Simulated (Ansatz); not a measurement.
## Structures of Hg₂S₃: which is lowest?

Plane-wave DFT in Ansatz with scalar-relativistic PAW potentials, cutoff 420 eV, Γ-centred meshes chosen by cell and gap, Gaussian smearing with energies taken to zero width. Every cell was relaxed (cell and atoms) in a run of its own, within the symmetry of its start. Functional: PBE.

Relaxed structures (starts from databases or built by putting these elements on another compound's sites):
A. R-3m, 5 atoms in the computed cell, a = 3.911 Å, c = 23.535 Å; sites (symmetry × multiplicity) Hg 3m × 6, S -3m × 3 + 3m × 6; start: built
B. P-3m1, 5 atoms in the computed cell, a = 3.892 Å, c = 8.339 Å; sites (symmetry × multiplicity) Hg 3m. × 2, S -3m. × 1 + 3m. × 2; start: built

Question: Rank them by energy. Could pressure change the order?

Answer:
| structure | group | E − E(lowest) (meV/atom) | V (Å³/atom) | gap on mesh (eV) |
| --- | --- | --- | --- | --- |
| A | R-3m | 0.0 | 20.79 | 0.00 |
| B | P-3m1 | 47 | 21.88 | 0.00 |

A is lowest, 47 meV/atom under B. The lowest is also the densest of these, so pressure wouldn't bring one of the others in at first order. Other structures may lie lower than all of these, and vibrations aren't counted.

Spin-orbit coupling is left out, which matters for the bands of heavy elements.